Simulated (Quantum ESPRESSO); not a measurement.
Field gradients of K₄BrCl₃ from a PBE PAW density (pw.x of a modified build of Quantum ESPRESSO, JTH datasets) with the all-electron reconstruction of Petrilli and co-workers. The input of pw.x:

```
&CONTROL
  calculation = 'scf'
  prefix = 'x'
  pseudo_dir = './pseudo'
  outdir = './out'
  tprnfor = .true.
/
&SYSTEM
  ibrav = 0
  nat = 8
  ntyp = 3
  ecutwfc = 50
  ecutrho = 200
  occupations = 'fixed'
  nbnd = 36
/
&ELECTRONS
  conv_thr = 1e-11
/
ATOMIC_SPECIES
K 39.098 K.GGA_PBE-JTH.UPF
Br 79.904 Br.GGA_PBE-JTH.UPF
Cl 35.450 Cl.GGA_PBE-JTH.UPF
CELL_PARAMETERS angstrom
    6.465907784000     0.000000000000     0.000000000000
    0.000000000000     6.465907784000     0.000000000000
    0.000000000000     0.000000000000     6.465907784000
ATOMIC_POSITIONS crystal
K      0.000000000000     0.000000000000     0.000000000000
Br     0.500000000000     0.000000000000     0.000000000000
K      0.000000000000     0.500000000000     0.500000000000
Cl     0.500000000000     0.500000000000     0.500000000000
K      0.500000000000     0.000000000000     0.500000000000
Cl     0.000000000000     0.000000000000     0.500000000000
K      0.500000000000     0.500000000000     0.000000000000
Cl     0.000000000000     0.500000000000     0.000000000000
K_POINTS automatic
4 4 4 0 0 0
```
The cell was made here from a computed Materials Project entry: one of 4 Cl replaced by Br, cell and atoms relaxed (PBE without dispersion, pw.x of Quantum ESPRESSO, symmetry kept). The parent is KCl in Fm-3m. The swapped cell is a model, not a known phase. Stability against distortions was not tested.

Vzz is the sum of three terms, each taken along its main axis: the smooth valence density, the ions (nucleus and frozen core) with the augmentation charges of all other spheres, and the all-electron minus smooth density in the atom's own sphere. The split hangs on the datasets.  Cores are frozen. Against all-electron runs on small test molecules, this scheme's |Vzz| missed by +10 % on K.

```tsv
site	smooth valence density	ions and other spheres	own sphere	Vzz (a.u.)
K1 (atoms 1, 5, 7)	0.003	-0.003	___	___
```

Problem. Fill in the missing entries.

Solution. 
- K1 (atoms 1, 5, 7), own sphere: -0.024
- K1 (atoms 1, 5, 7), Vzz (a.u.): -0.025
